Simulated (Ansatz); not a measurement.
The elements of this relaxed trial crystal are hidden behind letters.

```
lattice vectors (Å)
   2.4478    1.4133    3.7033
  -2.4478    1.4133    3.7033
   0.0000   -2.8265    3.7033
fractional positions
X 0.0000 0.0000 0.0000
Z 0.8051 0.8051 0.8051
Z 0.1949 0.1949 0.1949
Q 0.0000 0.5000 0.0000
Q 0.5000 0.0000 0.0000
Q 0.0000 0.0000 0.5000
```

Method: DFT PBE, scalar-relativistic, plane waves, PAW (Ansatz). Settings of the last relaxation (6-atom cell): 420 eV, 12×12×12 k points, Gaussian smearing of 0.10 eV, no spin polarisation.

```
Space group                                 : R-3m (No. 166)
Conventional cell                           : a = 4.896 Å, c = 11.110 Å
Volume per atom                             : 12.81 Å³
Density                                     : 2.35 g/cm³
Formation energy                            : −0.40 eV/atom
Gap on the 12×12×12 mesh of the 6-atom cell : 0 eV (a metal)
```

Energies are uncorrected and count from the elements' standard states at the same level.

Q: X is a d-block element of period 4, Z is a p-block element of period 2 and Q is a p-block element of period 2. Which elements are they?

A: X = Sc, Z = B, Q = N, so the formula is ScB2N3. Density times volume gives a mean mass of 2.35 × 12.81/1.6605 = 18.1 u per atom, and this set has 18.1 u. Sc has 2 B at 2.17 Å and 6 N at 2.33 Å; B has 3 N at 1.45 Å and 1 Sc at 2.17 Å; around N lie 2 B at 1.45 Å and 2 Sc at 2.33 Å. Other sets within the hints have nearly the same mass, so mass alone doesn't settle it; this one was computed.

A structure relaxed within its symmetry needn't be a true minimum. Another cell of ScB2N3 relaxed alike, in P-62m, lies 0.89 eV/atom lower, so this cell isn't the stable form at this level.
